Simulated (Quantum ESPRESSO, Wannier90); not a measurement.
**HfSiO4 (I4₁/amd), plane waves to Wannier functions**

```
begin unit_cell_cart
ang
   -3.2767000000    3.2767000000    2.9822450000
    3.2767000000   -3.2767000000    2.9822450000
    3.2767000000    3.2767000000   -2.9822450000
end unit_cell_cart
begin atoms_frac
Hf   0.0000000000  0.0000000000  0.0000000000
Hf  -0.2500000000  0.2500000000  0.5000000000
Si   0.2500000000 -0.2500000000  0.5000000000
Si   0.5000000000  0.5000000000  0.0000000000
O    0.1340900000  0.3192000000 -0.1851100000
O    0.0692000000 -0.2456900000 -0.3148900000
O   -0.4956900000  0.3192000000  0.1851100000
O    0.0692000000  0.3840900000  0.3148900000
O   -0.3840900000 -0.0692000000 -0.3148900000
O   -0.3192000000 -0.1340900000  0.1851100000
O    0.2456900000 -0.0692000000  0.3148900000
O   -0.3192000000  0.4956900000 -0.1851100000
end atoms_frac
```

Materials Project entry mp-4609; symmetrised, unrelaxed at this level. COD (Crystallography Open Database) has an entry of this formula and space group (matched by these alone). Level: PBEsol, no spin polarisation, no spin-orbit coupling; pw.x of Quantum ESPRESSO at 68 Ry with PseudoDojo potentials, 4×4×4 k-points, Wannier90. Density: 8×8×8 mesh, cold smearing 0.01 Ry. Spin-orbit coupling is left out although heavy elements are present.

Bands 17-40 form an isolated set from -7.78 to 0.00 eV relative to the valence-band maximum (on the path) and are turned into 24 Wannier functions by minimising the spread from the start: atomic waves O 2p.

Task: Where do the functions sit, how wide are they and what are they made of?

Result: 
```tsv
functions	spread (Å²)	nearest atom, distance (Å)	second atom, distance (Å)	weight on atomic waves
16	1.01	O 0.11	Si 1.65	O 2p 82 %, Hf 5d 6 %
8	0.93	O 0.03	Si 1.59	O 2p 88 %, Si 3p 4 %
```

Ω_I = 23.44 Å², Ω_total = 23.67 Å²; the interpolated bands follow pw.x to 0.5 meV rms on the path. Only this start was tried; a symmetric start can stop on a saddle, and mixtures of these functions could lower the total by at most Ω_total − Ω_I.
